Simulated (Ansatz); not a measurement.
Polymorphs of ZrMo, each relaxed with PBE (plane waves, PAW; program Ansatz):

A: rock salt (Fm-3m)
a = b = c = 5.496 Å, α = β = γ = 90.00°

```
atom  site  symmetry       x       y       z
----  ----  --------  ------  ------  ------
Mo      4a      m-3m  0.0000  0.0000  0.0000
Zr      4b      m-3m  0.5000  0.5000  0.5000
```

B: CsCl type (Pm-3m)
a = 3.3410 Å, b = 3.3410 Å, c = 3.3410 Å, α = 90.00°, β = 90.00°, γ = 90.00°

```csv
atom,site,symmetry,x,y,z
Mo,1a,m-3m,0.0000,0.0000,0.0000
Zr,1b,m-3m,0.5000,0.5000,0.5000
```

Task: Put the candidates in order of energy per atom at 0 K, lowest first, for PBE.

Result: B (+0 meV/atom), A (+895 meV/atom)

Typed or built starts, not in the databases checked: A; B. All cells were relaxed under the symmetry of their starts (and spin orders); stability against distortions was not tested throughout. Rows with no word on spin ran without spin polarisation. Scalar-relativistic: spin–orbit coupling is off unless named, which matters more the heavier the elements.

Energies hold the estimated change up to a 700 eV cutoff; steps of a few meV lie near the error of the meshes.

Potentials: the later of the program's two PAW sets.
